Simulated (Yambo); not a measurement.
SrCd2P2 (space group P-3m1, No. 164), G0W0@LDA in Yambo with this input:

```
rim_cut
gw0
dyson
el_el_corr
HF_and_locXC
ppa
em1d
RandQpts= 1000000
RandGvec= 1 Ry
EXXRLvcs= 102 Ry
VXCRLvcs= 408 Ry
Chimod= "HARTREE"
% BndsRnXp
 9 | 230 |
%
NGsBlkXp= 8 Ry
% LongDrXp
 1.0 | 1.0 | 1.0 |
%
PPAPntXp= 27.2114 eV
% GbndRnge
 1 | 230 |
%
GTermKind= "BG"
DysSolver= "n"
ExtendOut
```

On a 3×3×2 mesh, with wavefunctions cut at 102 Ry, the gap (Γ → Γ) is 1.311 eV and the valence edge shifts by -0.570 eV.

**Question.** What happens with this change: 3 Ry block?

**Answer.** The gap falls by 0.147 eV, to 1.164 eV; the shift of the valence edge becomes -0.236 eV. Neither run is shown to be the converged limit.

Spin-orbit coupling is not included.

Geometry of the Materials Project entry, not relaxed at this level; primitive cell a = b = 4.3595 Å, c = 7.3115 Å, α = β = 90.00°, γ = 120.00°.

The structure is a Materials Project entry; no match was found in the copy of COD used, and its stability was not checked.

A shift is the quasiparticle energy of the state minus its LDA energy.
